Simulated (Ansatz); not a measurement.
Screening note. The pitch of a micro-beam scales with √(E/ρ), and the ratio of shear to bulk modulus hints at brittleness.

The reference row is WC. A doubly clamped beam 20 μm long and 500 nm thick, first flexural mode, no residual stress.

Methods, by column (Ansatz, a plane-wave PAW program): K, G: r²SCAN, elastic tensor, Hill average; density, volume per atom: r²SCAN, relaxed cell.

Runs started from generated or typed cells of the structure named: WC; WSi2. Magnetic at some levels of our runs and not at others: VSi2. Run without spin polarisation: Ni3Si, VSi2. Spin–orbit coupling is left out unless named.

| crystal | K (GPa) | G (GPa) | density (g/cm³) | V (Å³/atom) |
|---|---|---|---|---|
| Ni3Si (Cu3Au type) | 240 | 122 | 8.15 | 10.39 |
| WC (P-6m2), reference | 403 | 298 | 15.61 | 10.41 |
| Mo3Si (Pm-3n) | 265 | 141 | 9.01 | 14.55 |
| WSi2 (I4/mmm) | 234 | 207 | 9.90 | 13.41 |
| VSi2 (P6₂22) | 189 | 163 | 4.75 | 12.49 |

Definitions used: Pugh ratio k = G/K (over about 0.57 points to brittle, under it to ductile behaviour); E = 9KG/(3K + G); bar speed = √(E/ρ); f = 1.028 √(E/ρ) t/L², in MHz for km/s, nm and μm.

Task: From the table, find G/K, E, bar speed and beam frequency for Ni3Si.

Result: 
k = 122/240 = 0.51; E = 9 × 240 × 122/(3 × 240 + 122) = 313.0 GPa; bar speed: √(313.0/8.15) = 6.20 km/s; f = 1.028 × 6.20 × 500/20² = 7.97 MHz.

Task: Put the candidates in order of beam frequency, highest first.

Result: The same steps for every row:

```
crystal                k = G/K  E (GPa)  bar speed (km/s)  beam frequency (MHz)
---------------------  -------  -------  ----------------  --------------------
Ni3Si (Cu3Au type)        0.51    313.0              6.20                  7.97
WC (P-6m2), reference     0.74    717.2              6.78                  8.71
Mo3Si (Pm-3n)             0.53    359.3              6.31                  8.11
WSi2 (I4/mmm)             0.88      480              6.96                  8.94
VSi2 (P6₂22)              0.86      380              8.94                  11.5
```

By beam frequency (highest first): VSi2 (11.5 ± 0.24), WSi2 (8.94 ± 0.19) ≈ WC (8.71 ± 0.19), Mo3Si (8.11 ± 0.18) ≈ Ni3Si (7.97 ± 0.18). The ± follows from allowances picked for this note (K 5 %, G 5 %, density 1 %), carried to first order and added in quadrature; ≈ joins neighbours closer than their two ± added in quadrature. On this figure 1 of 4 candidates do clearly better than the reference.

Polycrystal averages of solids that hold B, C, N, O or Si, with a universal anisotropy index under 0.8. Film stress and anchors shift real frequencies, and Pugh's ratio is a rule of thumb. Where several phases of a formula are at hand, those over 0.1 eV/atom above the lowest were not drawn (by r²SCAN where it compared them, else by the largest value; a layered or molecular lowest phase counts only with a dispersion term); other phases could lie lower still. Rows were sampled with a lean to familiar crystals, related or not, whatever their agreement with measurement; tables with many equal figures were not kept. Limits of the draw: G over 60 GPa and over half of K, three elements at most and B, C, N, O or Si among them, no carbonates, anisotropy index under 0.8; for moduli and speeds, an anisotropy index under 2.5, no layered crystals; no unfamiliar magnets, and cubic perovskites only if shown or known to be stable. As a rule kept out of such tables: 4f compounds, open-shell compounds run without a Hubbard term, cells found unstable in the tests at hand, cells close to a higher symmetry, and runs set to a pressure or over 12 % in volume from the crystal's fullest run.
